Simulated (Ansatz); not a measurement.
# C (R-3m), work and stress of cleavage

Computed with DFT LDA, scalar-relativistic, plane waves, PAW in Ansatz. The runs took a 420 eV cutoff, a Γ-centred 12×12×3 mesh and Gaussian smearing (0.05 eV). No spin polarisation. Energies are free energies at this smearing, counted from the undisturbed cell; pressure is positive in compression.

Zero of the scan (relaxed at this level):

```
CELL_PARAMETERS angstrom
-1.22251 -2.11745 0.00000
1.22251 -2.11745 0.00000
0.00000 0.00000 9.91799
ATOMIC_POSITIONS crystal
C 0.00000 0.00000 0.83322
C 0.33333 0.33333 0.16655
C 0.66667 0.66667 0.49989
C 0.00000 0.00000 0.50008
C 0.33333 0.33333 0.83341
C 0.66667 0.66667 0.16675
```

The cell holds layers and no dispersion correction was added, so their binding is poorly described.

The cut lies on the cell's a–b face, a (0 0 1) plane (indices in the standard cell, whose axes needn't be the Cartesian ones shown) of area 5.18 Å², between layers 3.30 Å apart. Vector c is lengthened by d along the normal with the atoms' Cartesian places fixed: one unrelaxed cut a cell. The traction is positive where the two halves pull on each other.

| d (Å) | energy (J/m²) | traction (GPa) |
| --- | --- | --- |
| -0.30 | 0.068 | -5.66 |
| -0.15 | 0.014 | -1.99 |
| 0.00 | 0.000 | 0.02 |
| 0.25 | 0.021 | 1.36 |
| 0.50 | 0.059 | 1.53 |
| 0.75 | 0.093 | 1.24 |
| 1.00 | 0.120 | 0.88 |
| 1.50 | 0.150 | 0.36 |
| 3.00 | 0.167 | 0.01 |

**Question.** What are the work of separation and the cleavage stress, and do they fit the universal binding curve?

**Answer.** The energy levels off near W ≈ 0.167 J/m² (the traction is down to 0.01 GPa), the energy of the two unrelaxed faces, 0.083 J/m² each on average. The largest sampled traction is 1.53 GPa at d = 0.50 Å, and a parabola through it and its two neighbours peaks at σ_max ≈ 1.54 GPa, d ≈ 0.47 Å. The curve E = W[1 − (1 + d/ℓ)exp(−d/ℓ)] peaks in traction at d = ℓ with σ_max = W/(eℓ); with 1 J/m² per Å = 10 GPa this W and σ_max give ℓ = 0.40 Å. A parabola through that curve at the same three d peaks at 0.44 Å, against 0.47 Å here, a fair fit. Real crystals break at far lower stress, because cracks concentrate it.

The crystal is built of layers, and the cut parts neighbours that are weakly bound and not described well without a dispersion correction.

The cut is rigid; relaxing the faces lowers these energies and usually the stresses.

Cost: 9 runs of about 0.89 core-minutes in all, on Intel Xeon Processor @ 2.50GHz (Skylake/Cascade Lake) (shared hosts).